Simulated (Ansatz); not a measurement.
HfPbO3:
```yaml
crystal:
  lattice:
    - [4.13203, 0.00000, 0.00000]
    - [0.00000, 4.13203, 0.00000]
    - [0.00000, 0.00000, 4.13203]
  atoms:
    - { symbol: Hf, position: [0.50000, 0.50000, 0.50000] }
    - { symbol: Pb, position: [0.00000, 0.00000, 0.00000] }
    - { symbol: O, position: [0.00000, 0.50000, 0.50000] }
    - { symbol: O, position: [0.50000, 0.00000, 0.50000] }
    - { symbol: O, position: [0.50000, 0.50000, 0.00000] }
```

Relaxed with r²SCAN. Special points in fractions of this cell's reciprocal vectors: Γ (0.000, 0.000, 0.000); X (0.000, 0.500, 0.000); M (0.500, 0.500, 0.000); R (0.500, 0.500, 0.500).

Q: List the band energies nearest the valence-band maximum at these points for r²SCAN with spin–orbit coupling in the plane-wave PAW code Ansatz.

A: In eV from the valence-band maximum; about four levels below and three above (degenerate sets whole), none deeper than 8.9 eV; points with the same levels are listed once.

```json
[
 {"k": "Γ", "below": "-0.33 -0.33 -0.33 -0.33", "above": "4.68 4.68 4.68 4.68"},
 {"k": "X", "below": "-0.40 -0.40 0.00 0.00", "above": "2.51 2.51 4.83 4.83"},
 {"k": "M", "below": "-1.05 -1.05 -0.06 -0.06", "above": "3.62 3.62 5.44 5.44"},
 {"k": "R", "below": "-0.08 -0.08 -0.08 -0.08", "above": "4.88 4.88 6.88 6.88 6.88 6.88"}
]
```

Space group Pm-3m (cubic perovskite). The first step of the workflow began from a Materials Project structure, measured or hypothetical; the Crystallography Open Database copy checked does not list it. COD files the formula under space group No. 55. Its standing as an ambient phase is unchecked. Symmetry was held in the r²SCAN relaxation; whether a distortion lowers the energy is not shown. No spin polarisation was allowed.

Potentials: the later of the program's two PAW sets.
